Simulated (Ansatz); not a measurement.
Ansatz input

```yaml
crystal:
  lattice:
    - [2.4400722708, 0.0, 0.0]
    - [-1.2200361354, 2.1131645736, 0.0]
    - [0.0, 0.0, 3.8516108991]
  atoms:
    - { symbol: Fe, position: [0.3333333333, 0.6666666667, 0.25], spin: 2.5 }
    - { symbol: Fe, position: [0.6666666667, 0.3333333333, 0.75], spin: -2.5 }
hamiltonian:
  xc: lda
  pseudopotentials:
    kind: paw
    azcp:
      Fe: "pseudopotentials/Fe.paw.azcp"
basis:
  ecutwfc: 420
  fft_grid_basis: typed
kpoints:
  mp_grid: { grid: [17, 17, 9], shift: [0, 0, 0] }
magnetization:
  spin_polarized: true
scf:
  occupations: { method: fermi_dirac, width: 0.05 }
  lower_state_search: "off"
output:
  stress: true
  write_density: true
  write_potential: true
  elf: true
  volumetric_format: npy
```

Terminal output

```
Warning: the record states the generating functional pbe (its physics header spells it `PBE`), which answers neither for hamiltonian.xc's functional nor for the lda family's — results may be inconsistent (PPs are generated against a specific XC)
Engine: ansatz 0.2.0, aarch64-unknown-linux-gnu
Pseudopotentials: kind: paw
Pseudopotential: Fe, paw, valence charge 16, recommended cutoff 420 eV (normal) 
Functional definition: SPW92
  exchange = slater_x
  correlation = pw_c
Crystal: 2 atoms, lattice volume = 19.860 Å³
Basis set: ecut = 420 eV, 391 PW (Γ)
Bands: 23, of which v1, the nominal top of the filled ones, is band 16 counted from 1 (15 counted from 0)
Symmetry: 12 space group operations
Space group: P-6m2 (ITA 187), of the structure as read, at distance tolerance 2.7e-5 Å
Magnetic group: BNS 194.267 (UNI 1497), of the structure as read, at distance tolerance 2.7e-5 Å
k-points: 165 of 2601 (time reversal used)
Non-local potential: Fe, projectors of the file, l = 0: 3, l = 1: 2, l = 2: 3, l = 3: 1
PAW form: soft (Blöchl's): semilocal exchange-correlation on the pseudo side does not see the compensation charge
PAW frozen core: Fe, regenerated for the run's functional, and the local potential with it (the file was generated under x = pbe(κ = 0.804, μ = 0.2195149727645171), c = pbe(β = 0.06672455060314922))
PAW one-centre angular grid: Fe, 590 points (default); XC on 64 Gauss nodes
Initial density: superposition of atomic densities (chi_scale 0.1, normalization cell)
Starting moments: Σ|m| = 5 μB on 2 of 2 sites
Starting magnetic order: antiferromagnet; an inversion exchanges its spin sublattices: spin-degenerate at every k-point
Initial wavefunctions: pseudopotential atomic-orbital guess
Functional: x = slater, c = lda
SCF iter   1: F=—  HF=-8840.137281 eV  |F-HF|=—  |Δ(HF+E_count)|=         —  Δρ=1.15e-1 (↑1.15e-1 ↓1.15e-1)  dr2=2.11e0  dr2_m=1.59e0  M=0.000 μB ∫|m|=3.179 μB  β_m=0.30  ethr=3.10e-3  ⟨swp⟩=5.0  Hψ=29318  notcnv=0  defer=10
SCF iter   2: F=—  HF=-8839.876304 eV  |F-HF|=—  |Δ(HF+E_count)|=   2.61e-1  Δρ=7.73e-2 (↑7.73e-2 ↓7.73e-2)  dr2=3.79e-1  dr2_m=9.47e-1  M=0.000 μB ∫|m|=3.062 μB  β_m=0.30  ethr=3.10e-3  ⟨swp⟩=3.5  Hψ=14429  notcnv=0  defer=260
SCF iter   3: F=—  HF=-8839.827538 eV  |F-HF|=—  |Δ(HF+E_count)|=   4.88e-2  Δρ=6.02e-2 (↑6.02e-2 ↓6.02e-2)  dr2=1.59e-2  dr2_m=6.55e-1  M=-0.000 μB ∫|m|=2.915 μB  β_m=0.30  ethr=1.18e-3  ⟨swp⟩=2.3  Hψ=11686  notcnv=0  defer=260
SCF iter   4: F=—  HF=-8839.862326 eV  |F-HF|=—  |Δ(HF+E_count)|=   3.48e-2  Δρ=5.42e-2 (↑5.42e-2 ↓5.40e-2)  dr2=7.23e-4  dr2_m=5.32e-1  M=0.000 μB ∫|m|=2.738 μB  β_m=0.30  ethr=4.96e-5  ⟨swp⟩=3.1  Hψ=16569  notcnv=0  defer=218
SCF iter   5: F=—  HF=-8839.914953 eV  |F-HF|=—  |Δ(HF+E_count)|=   5.26e-2  Δρ=4.97e-2 (↑4.76e-2 ↓4.97e-2)  dr2=1.82e-3  dr2_m=4.30e-1  M=-0.001 μB ∫|m|=2.582 μB  β_m=0.30  ethr=2.26e-6  ⟨swp⟩=2.2  Hψ=15705  notcnv=0  defer=214
SCF iter   6: F=—  HF=-8839.953825 eV  |F-HF|=—  |Δ(HF+E_count)|=   3.89e-2  Δρ=4.73e-2 (↑4.73e-2 ↓4.15e-2)  dr2=8.74e-3  dr2_m=3.58e-1  M=0.001 μB ∫|m|=2.433 μB  β_m=0.30  ethr=2.26e-6  ⟨swp⟩=2.2  Hψ=13710  notcnv=0  defer=193
...
SCF 1 converged in 28 iterations: F = -8840.179487 eV  dr2 = 1.00e-10
SCF converged after 28 iterations
Magnetization: -0.0000 μB (16.0000 up, 16.0000 down)
Absolute magnetization: 0.0000 μB (∫|ρ↑−ρ↓|, with the PAW one-centre terms)
Spin contamination: 0.0000 ħ² per cell (⟨S²⟩ above its minimum at these occupations)
Per-site moments (μB) at R_I (Å): [(1.0190972253862122e-6, 0.9842579791430272), (-6.060082435701796e-6, 0.9842579791430272)]
Free energy (F): -8840.179487 eV
Harris-Foulkes:  -8840.179487 eV  (|F-HF|=9.82e-11)
Internal energy: -8840.158477 eV  (E = F + TS)
E sigma→0 (E₀):  -8840.168982 eV
Entropy (-TS):   -0.021010 eV (-10.505 meV/atom)
Fermi energy:    21.348756 eV
--- Per-component energies (eV) ---
  E_band       = -339.157309
  E_kinetic    = 713.202628
  E_local      = -3794.785445  (includes V_loc(G=0)·N_el)
  E_nonlocal   = 434.387333
  E_hartree    = 1603.064315
  E_xc         = -238.503674
  E_vxc        = -308.731334  (∫ρ·V_xc dr)
  E_paw        = -2605.835115  (= ΣΔE_a)
  E_vpaw       = -589.360806  (= ΣTr[D̂ρ^β])
  E_aug_tail   = 0.001745  (compensation charges beyond the density's cutoff)
  E_ewald      = -4952.493335
  E_core_change = 0.803071  (= ΣΔE_core)
  E_smearing   = -0.021010  (= −TS)
  E_closure    = 0.000000  (closes the sum)
  Σ components = -8840.179487   (vs F -8840.179487, Δ=0.00e0)
--- Stress (GPa, compression-positive) ---
      -12.538476      -0.000000       0.000000
       -0.000000     -12.538476       0.000000
        0.000000       0.000000     -12.647656
  P = ⅓ Tr σ = -12.5749 GPa (-125.749 kbar)
--- Band table (eV; the first three rows and the last of 330) ---
  k-point 0 ↑: bands = ["-65.1874", "-65.0303", "-31.9540", "-31.3447", "-31.3447", "-31.2354", "-31.2354", "-31.2172", "12.2114", "16.1910", "19.5998", "19.5998", "19.7468", "20.0945", "20.0945", "20.4528", "20.4528", "21.8994", "22.1083", "22.1083", "30.3720", "42.9484", "46.5361"]
  k-point 1 ↑: bands = ["-65.1827", "-65.0350", "-31.9325", "-31.3414", "-31.3414", "-31.2402", "-31.2387", "-31.2387", "12.3543", "16.1774", "19.5383", "19.5383", "19.6941", "20.0366", "20.0366", "20.5829", "20.5829", "21.4489", "22.1073", "22.1073", "31.0610", "42.8562", "46.2138"]
  k-point 2 ↑: bands = ["-65.1691", "-65.0487", "-31.8703", "-31.3320", "-31.3320", "-31.3059", "-31.2482", "-31.2482", "12.7727", "16.0872", "19.4403", "19.4403", "19.5496", "19.8886", "19.8886", "20.4891", "20.8781", "20.8781", "22.0830", "22.0830", "32.7751", "42.5876", "45.4761"]
  k-point 164 ↓: bands = ["-65.0207", "-65.0188", "-31.7930", "-31.7872", "-31.6263", "-31.5864", "-31.3452", "-31.3388", "17.5610", "17.7030", "18.0837", "18.0974", "19.0182", "19.0495", "20.5323", "20.7530", "22.1111", "22.1667", "28.1066", "28.1435", "30.2158", "30.9687", "33.0862"]
```
